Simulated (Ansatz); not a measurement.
Space group Pm-3m (No. 221). a = 4.724 Å, b = 4.724 Å, c = 4.724 Å, α = 90.00°, β = 90.00°, γ = 90.00°
```json
{"atom": "In", "site": "3c", "symmetry": "4/mm.m", "x": "0.5000", "y": "0.5000", "z": "0.0000"}
{"atom": "Sb", "site": "1a", "symmetry": "m-3m", "x": "0.0000", "y": "0.0000", "z": "0.0000"}
```

Equation of state of this In3Sb structure (not necessarily the ground state), with shape and atoms relaxed at each volume where symmetry leaves them free. It has no gap at any of these volumes. Method: Ansatz 0.2.0, DFT PBEsol, scalar-relativistic, plane waves, PAW.

Plane waves to 420 eV, a k mesh through Γ of 10×10×10 on the computed 4-atom cell and Gaussian smearing (0.10 eV); no spin polarisation.

```tsv
V (Å³/atom)	E − E(largest V) (meV/atom)	P (GPa)
24.769	3.49	3.25
25.559	-8.19	1.49
26.350	-11.89	0.01
27.140	-8.78	-1.24
27.931	0.00	-2.28
```

Fit a third-order Birch–Murnaghan equation to E(V).

V0 = 26.36 Å³/atom, B0 = 45 GPa, B0' = 4.6.

Spin-orbit coupling is left out, which matters for the bands of heavy elements.